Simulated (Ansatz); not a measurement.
**SnO2 with nitrogen replacing O: gradients before and after relaxing the atoms**

Start: a supercell of SnO2 (rutile type, P4_2/mnm) built from a refined structure from the COD, with all atoms left at the host's positions.

```
CELL_PARAMETERS angstrom
-4.73800 4.73800 3.18650
4.73800 -4.73800 3.18650
4.73800 4.73800 -3.18650
ATOMIC_POSITIONS crystal
Sn 0.00000 0.00000 0.00000
Sn 0.50000 0.50000 0.00000
Sn 0.50000 0.00000 0.50000
Sn 0.00000 0.50000 0.50000
Sn 0.50000 0.50000 0.50000
Sn 0.00000 0.00000 0.50000
Sn 0.00000 0.50000 0.00000
Sn 0.50000 0.00000 0.00000
N 0.15355 0.15355 0.30710
O 0.65355 0.65355 0.30710
O 0.65355 0.15355 0.80710
O 0.15355 0.65355 0.80710
O 0.65355 0.34645 0.50000
O 0.15355 0.84645 0.50000
O 0.15355 0.34645 0.00000
O 0.65355 0.84645 0.00000
O 0.34645 0.34645 0.69290
O 0.84645 0.84645 0.69290
O 0.84645 0.34645 0.19290
O 0.34645 0.84645 0.19290
O 0.34645 0.65355 0.50000
O 0.84645 0.15355 0.50000
O 0.84645 0.65355 0.00000
O 0.34645 0.15355 0.00000
```

Atom numbers follow the list; atoms alike are taken as one site, whose name carries the number of the first.

Method: Kohn–Sham DFT in Ansatz, PBE, plane waves and PAW, scalar-relativistic, collinear spin, 420 eV cutoff, Γ-centred 4×4×4 k-points, Fermi–Dirac smearing 0.01 eV. Start moments as typed (μB): 1 on each N, none on the rest.

The largest force at the start is 0.85 eV/Å. Relaxing the ions at fixed cell moves them by 0.041 Å at most (atom 17, O) and 0.020 Å rms.

```json
{"site": "Sn1", "atom": "1", "moved (Å)": "0.038", "first shell before": "5 O at 2.05–2.06 Å, 1 N at 2.06 Å", "first shell after": "5 O at 2.02–2.07 Å, 1 N at 2.06 Å", "V_zz before (10²¹ V/m²)": "9.01", "η before": "0.47"}
{"site": "Sn2", "atom": "2", "moved (Å)": "0.021", "first shell before": "6 O at 2.05–2.06 Å", "first shell after": "6 O at 2.04–2.06 Å", "V_zz before (10²¹ V/m²)": "5.85", "η before": "0.77"}
{"site": "Sn3", "atom": "3", "moved (Å)": "0.010", "first shell before": "6 O at 2.05–2.06 Å", "first shell after": "6 O at 2.04–2.06 Å", "V_zz before (10²¹ V/m²)": "-5.74", "η before": "0.91"}
{"site": "Sn5", "atom": "5", "moved (Å)": "0.015", "first shell before": "5 O at 2.05–2.06 Å, 1 N at 2.05 Å", "first shell after": "5 O at 2.04–2.07 Å, 1 N at 2.08 Å", "V_zz before (10²¹ V/m²)": "-9.56", "η before": "0.02"}
{"site": "Sn7", "atom": "7", "moved (Å)": "0.001", "first shell before": "6 O at 2.05–2.06 Å", "first shell after": "6 O at 2.04–2.06 Å", "V_zz before (10²¹ V/m²)": "5.54", "η before": "0.95"}
{"site": "N", "atom": "9", "moved (Å)": "0.033", "first shell before": "3 Sn at 2.05–2.06 Å", "first shell after": "3 Sn at 2.06–2.08 Å", "V_zz before (10²¹ V/m²)": "7.67", "η before": "0.06"}
{"site": "O13", "atom": "13", "moved (Å)": "0.011", "first shell before": "3 Sn at 2.05–2.06 Å", "first shell after": "3 Sn at 2.05–2.06 Å", "V_zz before (10²¹ V/m²)": "-10.08", "η before": "0.04"}
{"site": "O15", "atom": "15", "moved (Å)": "0.024", "first shell before": "3 Sn at 2.05–2.06 Å", "first shell after": "3 Sn at 2.04–2.07 Å", "V_zz before (10²¹ V/m²)": "-10.03", "η before": "0.13"}
{"site": "O17", "atom": "17", "moved (Å)": "0.041", "first shell before": "3 Sn at 2.05–2.06 Å", "first shell after": "3 Sn at 2.04–2.07 Å", "V_zz before (10²¹ V/m²)": "-9.28", "η before": "0.03"}
{"site": "O18", "atom": "18", "moved (Å)": "0.003", "first shell before": "3 Sn at 2.05–2.06 Å", "first shell after": "3 Sn at 2.02–2.04 Å", "V_zz before (10²¹ V/m²)": "-10.32", "η before": "0.10"}
```

(1) What are V_zz and η after the relaxation?

## Answers

(1) 

```csv
site,atom,V_zz after,η after,change of V_zz
Sn1,1,9.66,0.88,+0.65
Sn2,2,6.17,0.08,+0.32
Sn3,3,6.00,0.51,–
Sn5,5,-7.79,0.34,+1.77
Sn7,7,6.12,0.24,+0.58
N,9,7.56,0.16,-0.11
O13,13,-10.21,0.09,-0.13
O15,15,-10.15,0.19,-0.12
O17,17,-9.73,0.08,-0.45
O18,18,-10.31,0.14,+0.01
```

The largest change of V_zz along a kept axis is on Sn5, from -9.56 to -7.79. In per cent, |V_zz| changes by -18 to +11 on Sn, -2 on N, 0 to +5 on O (all sites that start above 0.5, bar those whose gradient vanishes or changes sign or whose main axis turns by over 40°). Where |V_zz| stays above 0.1 and the axes keep their order, η moves most on Sn7, from 0.95 to 0.24. On Sn3 the largest principal value lies along another axis in the second run, so the two V_zz can't be compared directly. The table leaves out 3 of the 13 sites, with |V_zz| up to 10.58; their tensors move by 0.34 at most along any direction. The statements above cover all sites. The host's own positions weren't relaxed first, so part of the change far from the defect can be the host's relaxation.

The defect repeats with the cell of 24 atoms, so it feels its images: sites between two images don't show the values beside a lone defect, and zeros or small values of η there can come from the images' arrangement. O and Sn carry a gradient in the pure host already, so the values there aren't the defect's effect alone. Without spin–orbit coupling (the program notes it for Sn) the gradients can shift somewhat, as the gap is small. The cell keeps the host's lattice, where the PBE pressure is 13 GPa.
Before: The neighbours have not yet relaxed around the defect (largest force 0.85 eV/Å), so a real crystal will differ.
After: The relaxation keeps the site symmetry mm2 of the start, so the impurity can move only along its axis; a start off the site could end lower.
